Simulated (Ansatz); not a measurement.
Sensitivity of the gradients in InAs with Sb replacing As to the input

Cell: a supercell of InAs (zinc blende type, F-43m) built from a COD entry (the entry's cell lengths or inner coordinates differ somewhat from later room-temperature determinations), with all atoms left at the host's positions.

Space group F-43m (No. 216); a = 18.1080 Å.

| site | Wyckoff | site symmetry | x | y | z |
| --- | --- | --- | --- | --- | --- |
| In1 | 16e | .3m | 0.4167 | 0.0833 | 0.4167 |
| In3 | 24g | 2.mm | 0.7500 | 0.0833 | 0.7500 |
| In5 | 48h | ..m | 0.7500 | 0.9167 | 0.5833 |
| In14 | 4d | -43m | 0.7500 | 0.7500 | 0.7500 |
| In18 | 16e | .3m | 0.0833 | 0.5833 | 0.9167 |
| Sb | 4a | -43m | 0.5000 | 0.0000 | 0.5000 |
| As29 | 48h | ..m | 0.6667 | 0.0000 | 0.6667 |
| As32 | 16e | .3m | 0.8333 | 0.8333 | 0.6667 |
| As36 | 16e | .3m | 0.1667 | 0.6667 | 0.8333 |
| As42 | 24f | 2.mm | 0.0000 | 0.6667 | 0.0000 |

One atom of each set is listed; the run and its k-mesh use a cell of 54 atoms with edges of 12.80, 12.80, 12.80 Å.

Reference run. The numbers come from a DFT calculation in Ansatz (PBE, plane waves and PAW, scalar-relativistic, 420 eV cutoff, Γ-centred 2×2×2 k-points, Fermi–Dirac smearing 0.01 eV).

Task: The input is changed as follows: `scf.lower_state_search`: not typed → standard; `scf.occupations.method`: fermi_dirac → methfessel_paxton; `scf.occupations.width`: 0.01 → 0.05. What happens to V_zz (10²¹ V/m²) and η?

Result: 

| site | V_zz reference | η reference | V_zz changed | η changed |
| --- | --- | --- | --- | --- |
| In1 | -4.03 | 0.00 | -4.03 | 0.00 |
| In3 | 0.048 | 0.01 | 0.048 | 0.01 |
| In5 | 0.049 | 0.51 | 0.049 | 0.51 |
| Sb | 0.00 | – | 0.00 | – |
| As29 | -0.35 | 0.19 | -0.35 | 0.19 |
| As32 | -0.043 | 0.00 | -0.043 | 0.00 |
| As42 | -0.029 | 0.72 | -0.030 | 0.72 |

No V_zz moves by more than 0.01. Other sites with |V_zz| of 0.02 or less aren't listed. SCF iterations: 8 and 7.

On the reference run: The run isn't spin-polarised, and a state with spin may lie lower. The defect repeats with the cell of 54 atoms, so it feels its images: sites between two images don't show the values beside a lone defect, and zeros or small values of η there can come from the images' arrangement. The defect cell has no gap above 0.1 eV on its mesh, so the values can hang on the smearing and the k-mesh. Without spin–orbit coupling (the program notes it for In and Sb) the gradients can shift somewhat, as the gap is small. The neighbours have not yet relaxed around the defect (largest force 1.4 eV/Å), so a real crystal will differ.
